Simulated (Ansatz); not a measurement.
ZnSnO3:
```xyz
10
Lattice="2.6539 1.5322 4.6748 -2.6539 1.5322 4.6748 0.0000 -3.0645 4.6748" Properties=species:S:1:pos:R:3 pbc="T T T"
Zn     0.0000     0.0000     5.1196
Zn     0.0000     0.0000     8.9049
Sn     0.0000     0.0000     2.0919
Sn     0.0000     0.0000    11.9326
O     -1.0529    -1.5617     5.8604
O      1.0529     1.5617     8.1640
O      1.8789    -0.1310     5.8604
O     -1.8789     0.1310     8.1640
O     -0.8260     1.6927     5.8604
O      0.8260    -1.6927     8.1640
```

Relaxed with PBEsol. DFT-PBEsol in the program Ansatz with PAW potentials gives a gap of 1.44 eV.

Task: What gap does HSE06 give on the same cell (Ansatz, PAW)?

Result: 3.28 eV, 1.84 eV more. The hybrid was solved on a coarser mesh and at special points; the gap given is the minimum over both.

```csv
k,v1 PBEsol,c1 PBEsol,v1 HSE06,c1 HSE06
Γ,-0.08,1.44,-0.08,3.28
T,-0.24,4.08,-0.23,5.97
L,-0.08,4.68,[?],[?]
F,-0.16,4.97,[?],[?]
S0,-0.12,4.89,[?],[?]
H0,-0.20,4.97,[?],[?]
```

Task: Top valence (v1) and lowest conduction level (c1) in eV from each method's valence maximum (which need not be a listed point): supply the withheld HSE06 values.

Result: 
- S0, v1 HSE06: -0.10
- S0, c1 HSE06: 6.90
- H0, v1 HSE06: -0.19
- H0, c1 HSE06: 6.98
- L, v1 HSE06: -0.07
- L, c1 HSE06: 6.65
- F, v1 HSE06: -0.12
- F, c1 HSE06: 6.97

Cost on shared cores: the PBEsol run (SCF on a 6×6×6 mesh, then bands and DOS) roughly 4 core-minutes, the HSE06 run (SCF on 4×4×4, then a few points) very roughly 10 core-minutes; the tasks are unlike.

Space group R-3. The workflow started from a Materials Project entry (that database holds measured and hypothetical structures alike); the Crystallography Open Database copy checked does not list it. Its standing as an ambient phase is unchecked. Symmetry was held in the PBEsol relaxation; its stability against distortions is not shown here. Scalar-relativistic: spin–orbit coupling is off unless named, which matters more the heavier the elements.

Potentials: the later of the program's two PAW sets.
